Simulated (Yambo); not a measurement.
Yambo input for AlPO₄ (space group P6_3mc, No. 186) (a = 5.2860 Å, b = 5.2860 Å, c = 8.6294 Å, α = 90.00°, β = 90.00°, γ = 120.00°), on norm-conserving LDA (Quantum ESPRESSO, 84 Ry, scalar-relativistic) wavefunctions on a 3×3×2 mesh:

```
optics
chi
dipoles
kernel
FFTGvecs= 40 Ry
Chimod= "HARTREE"
NGsBlkXd= 3 Ry
% QpntsRXd
 1 | 1 |
%
% BndsRnXd
 1 | 154 |
%
GrFnTpXd= "R"
% EnRngeXd
 0.0 | 20.0 | eV
%
% DmRngeXd
 0.2 | 0.2 | eV
%
CGrdSpXd= 50
ETStpsXd= 161
% LongDrXd
 1.0 | 0.0 | 0.0 |
%
```

First lines of the file o-*.eps_q1_inv_rpa_dyson:

```
Absorption @ Q(1):   1.00000000     0.00000000     0.00000000    [q->0 direction]
#
# [ X ] Hartree size     :  147
# [GEN] GF Energies     : Slater exchange(X)+Perdew & Wang(C)
# [GEN] Green`s Function     : Retarded
#
# [GEN] Gauge     : Length
# [GEN] [r,Vnl] included     : yes
#
#    E[1] [eV]     Im(eps)     Re(eps)     Im(eps_o)     Re(eps_o)
#
     0.000000     0.12398E-14     1.975425     -0.12958E-19     2.129471
     0.125000     0.321031E-3     1.975525     0.381219E-3     2.129590
     0.250000     0.642627E-3     1.975826     0.763100E-3     2.129947
     0.375000     0.965354E-3     1.976327     0.001146     2.130542
     0.500000     0.001290     1.977031     0.001532     2.131378
     0.625000     0.001617     1.977938     0.001919     2.132454
     0.750000     0.001946     1.979049     0.002311     2.133774
     0.875000     0.002279     1.980367     0.002706     2.135339
     1.000000     0.002616     1.981894     0.003106     2.137153
     1.125000     0.002958     1.983634     0.003512     2.139217
     1.250000     0.003306     1.985588     0.003924     2.141537
     1.375000     0.003659     1.987761     0.004344     2.144117
     1.500000     0.004020     1.990156     0.004771     2.146960
     1.625000     0.004388     1.992779     0.005208     2.150073
     1.750000     0.004765     1.995634     0.005655     2.153461
     1.875000     0.005151     1.998727     0.006112     2.157132
     2.000000     0.005548     2.002064     0.006582     2.161091
     2.125000     0.005956     2.005652     0.007065     2.165348
     2.250000     0.006376     2.009498     0.007563     2.169910
     2.375000     0.006810     2.013610     0.008077     2.174788
     2.500000     0.007259     2.017997     0.008608     2.179991
     2.625000     0.007725     2.022670     0.009158     2.185531
     2.750000     0.008208     2.027638     0.009729     2.191421
     2.875000     0.008711     2.032913     0.010323     2.197673
     3.000000     0.009235     2.038508     0.010942     2.204303
     3.125000     0.009783     2.044437     0.011589     2.211328
     3.250000     0.010357     2.050715     0.012265     2.218764
     3.375000     0.010958     2.057358     0.012974     2.226631
     3.500000     0.011591     2.064386     0.013719     2.234950
     3.625000     0.012259     2.071818     0.014504     2.243745
     3.750000     0.012964     2.079677     0.015332     2.253042
     3.875000     0.013711     2.087986     0.016209     2.262869
     4.000000     0.014504     2.096775     0.017140     2.273257
```
(The file goes on to the top of the energy range.) Convergence of the RPA response with its 3×3×2 mesh was not tested.

Geometry of the Materials Project entry, not relaxed at this level.
